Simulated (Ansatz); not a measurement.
C (diamond)

```
C
1.0
    0.00000     1.78014     1.78014
    1.78014     0.00000     1.78014
    1.78014     1.78014     0.00000
C
2
Direct
  0.50000   0.50000   0.50000
  0.75000   0.75000   0.75000
```

These are r2SCAN (plane waves to 500 eV, PAW, scalar-relativistic; Ansatz, a quantum-chemistry and plane-wave program) values and carry that method's errors. Harmonic phonons by density-functional perturbation theory on a 12×12×12 k mesh, in cm⁻¹; i marks imaginary ones, q is in fractions of the reciprocal vectors of the cell shown, and the three acoustic modes at Γ are left out. C was relaxed with its symmetry unable to fall.

### Question
Does any mode at Γ, L = (0.5, 0.0, 0.0), X = (0.5, 0.5, 0.0) come out imaginary?

### Answer
No imaginary mode at these points (lowest 561 cm⁻¹ at L = (0.5, 0.0, 0.0)); other wave vectors were not tested.

### Question
Predict the phonon wavenumbers at Γ, L = (0.5, 0.0, 0.0), X = (0.5, 0.5, 0.0).

### Answer
```json
[
 {"q": "Γ", "wavenumbers (cm⁻¹)": "1324 (×3)"},
 {"q": "L = (0.5, 0.0, 0.0)", "wavenumbers (cm⁻¹)": "561 (×2), 1059, 1221 (×2), 1284"},
 {"q": "X = (0.5, 0.5, 0.0)", "wavenumbers (cm⁻¹)": "802 (×2), 1076 (×2), 1224 (×2)"}
]
```
